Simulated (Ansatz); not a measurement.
Molecular dynamics on a 2×2×1 supercell (24 atoms) of Bi2O2BrCl (P4mm), relaxed with r2SCAN+rVV10. Forces come from r2SCAN in Ansatz 0.2.0: Langevin thermostat and barostat (NPT), 1000 K, steps of 3 fs. Spin polarisation is off, nuclei are classical, and the run is far too short for thermal averages.

```yaml
crystal:
  lattice:
    - [7.804690264, 0.0, 0.0]
    - [0.0, 7.804690264, 0.0]
    - [0.0, 0.0, 7.7658884282]
  atoms:
    - { symbol: Bi, position: [0.25, 0.25, 0.8444465021] }
    - { symbol: Bi, position: [0.0, 0.0, 0.1662179569] }
    - { symbol: Br, position: [0.0, 0.0, 0.6437349171] }
    - { symbol: Cl, position: [0.25, 0.25, 0.3363677969] }
    - { symbol: O, position: [0.0, 0.25, 0.0046164135] }
    - { symbol: O, position: [0.25, 0.0, 0.0046164135] }
    - { symbol: Bi, position: [0.25, 0.75, 0.8444465021] }
    - { symbol: Bi, position: [0.0, 0.5, 0.1662179569] }
    - { symbol: Br, position: [0.0, 0.5, 0.6437349171] }
    - { symbol: Cl, position: [0.25, 0.75, 0.3363677969] }
    - { symbol: O, position: [0.0, 0.75, 0.0046164135] }
    - { symbol: O, position: [0.25, 0.5, 0.0046164135] }
    - { symbol: Bi, position: [0.75, 0.25, 0.8444465021] }
    - { symbol: Bi, position: [0.5, 0.0, 0.1662179569] }
    - { symbol: Br, position: [0.5, 0.0, 0.6437349171] }
    - { symbol: Cl, position: [0.75, 0.25, 0.3363677969] }
    - { symbol: O, position: [0.5, 0.25, 0.0046164135] }
    - { symbol: O, position: [0.75, 0.0, 0.0046164135] }
    - { symbol: Bi, position: [0.75, 0.75, 0.8444465021] }
    - { symbol: Bi, position: [0.5, 0.5, 0.1662179569] }
    - { symbol: Br, position: [0.5, 0.5, 0.6437349171] }
    - { symbol: Cl, position: [0.75, 0.75, 0.3363677969] }
    - { symbol: O, position: [0.5, 0.75, 0.0046164135] }
    - { symbol: O, position: [0.75, 0.5, 0.0046164135] }
kpoints:
  mp_grid: { grid: [2, 2, 2] }
hamiltonian:
  xc: r2scan
scf:
  occupations: { method: fermi_dirac, width: 0.086 }
md:
  ensemble: npt_langevin
  temperature: 1000
  timestep: 3.0
  n_steps: 40
  initial_velocities: maxwell_boltzmann
  seed: 9105
```

Command: `ansatz run input.yaml --threads 4 --pin off --max-ram 4608MiB --backend cpu --events-out ev --progress --plain --runs-dir out`. It ended after 7.6 min on 4 threads of Arm Neoverse N1 (shared host), load about 0.9 per core; peak host memory 3.1 GiB.

```csv
step,t (fs),T (K),free energy F from step 0 (meV/atom),kinetic energy (meV/atom),pressure (GPa),volume (Å³/atom),largest force (eV/Å)
0,0,958,0.0,123.9,1.91,19.71,0.01
1,3,945,1.6,122.1,1.95,19.72,0.43
2,6,939,6.1,121.3,2.03,19.73,0.82
3,9,885,12.5,114.4,2.07,19.75,1.19
4,12,778,19.9,100.6,2.07,19.77,1.46
5,15,713,27.0,92.2,2.11,19.79,1.59
6,18,705,33.6,91.1,2.20,19.82,1.63
7,21,767,39.5,99.1,2.35,19.84,1.63
8,24,785,45.5,101.4,2.43,19.88,1.56
9,27,732,51.6,94.6,2.46,19.91,1.53
10,30,699,57.1,90.3,2.50,19.94,1.44
```

The temperature goes from 958 K to 699 K in 30 fs. The thermostat hasn't had time to restore it. The job's limit cut the run after 10 of 40 steps.

Positions (Å) and forces (eV/Å) at step 10:
```
cell (Å): 7.834 0.000 0.000; 0.000 7.834 0.000; 0.000 0.000 7.795
Bi   1.908   1.944   6.628     0.603  -0.044   0.281
Bi  -0.064  -0.128   1.259     0.512   0.704  -0.002
Br   0.044  -0.212   5.009    -0.242   0.715  -0.184
Cl   2.099   2.102   2.523    -0.406  -0.180   0.517
O   -0.003   2.049   0.194    -0.281  -0.281  -1.386
O    1.974   0.124   0.071    -0.673  -0.352  -0.034
Bi   1.980   5.827   6.573     0.421   0.289   0.567
Bi   0.011   3.904   1.368     0.118  -0.031  -0.340
Br   0.080   3.985   5.014    -0.392  -0.196  -0.245
Cl   2.001   6.032   2.438    -0.311  -0.359   0.935
O    0.032   5.823   0.039    -0.194   0.545  -0.347
O    2.035   3.893  -0.005    -0.614  -0.043   0.192
Bi   5.928   2.051   6.526    -0.812   0.051   1.164
Bi   3.945   0.019   1.324    -0.582   0.123  -0.879
Br   3.794  -0.186   5.153     0.537   0.664  -0.671
Cl   6.025   2.155   2.425    -0.530  -0.456   0.876
O    3.940   2.023  -0.130     0.465  -0.268   0.564
O    5.823  -0.024   0.045     0.805   0.076  -0.520
Bi   5.965   5.889   6.510    -0.654   0.135   0.470
Bi   3.876   3.950   1.278     0.184   0.093  -0.637
Br   3.951   3.855   5.062     0.112   0.196  -0.385
Cl   5.822   5.892   2.478     0.158   0.076   0.619
O    3.715   5.985   0.151     1.073  -0.438  -0.513
O    5.788   4.076  -0.020     0.704  -1.018  -0.040
```
